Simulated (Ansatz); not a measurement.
**FeCo$_{4}$ (P6_3/mmc)**

Computed with DFT PBE, scalar-relativistic, plane waves, PAW (Ansatz).

Cutoff 420 eV; k points 18×18×2 on the computed 10-atom cell (Γ-centred); Gaussian smearing, width 0.10 eV; collinear spin from starting moments 2.7 2.7 1.9 1.9 1.9 1.9 1.9 1.9 1.9 1.9 μB.

The structure is relaxed at this level of theory with its symmetry kept, and needn't be the ground state of this composition.

Space group P6_3/mmc (No. 194), hexagonal, a = 2.495 Å, c = 20.517 Å. Around Fe lie 6 Fe at 2.50 Å and 6 Co at 2.56 Å; Co on its first site has 12 Co at 2.47–2.50 Å; Co on its second site has 9 Co at 2.47–2.50 Å and 3 Fe at 2.56 Å.

* Volume per atom: 11.06 Å³
* Formation energy from the elements' standard states (uncorrected): +0.038 eV/atom
* Kohn–Sham band gap: none (metal)
* Density of states at the Fermi level: 10.4 states/eV per cell
* Orbital (Löwdin) character within 0.5 eV of the Fermi level: Co 3d 70 %, Fe 3d 21 %
* Bader charge by site (e): Fe (2 in the cell) 0.09, Co (4 in the cell) 0.00, Co (4 in the cell) -0.04
* Total moment: 17.84 μB per cell
* Moment by site (μB): Fe1 2.48, Fe2 2.48, Co3 1.68, Co4 1.68, Co5 1.71, Co6 1.71, Co7 1.71, Co8 1.71, Co9 1.68, Co10 1.68

Only this magnetic start was tried.

The cell was found from a structure generator's guess, not taken from experiment. Löwdin shares on free-atom orbitals overweight diffuse shells.
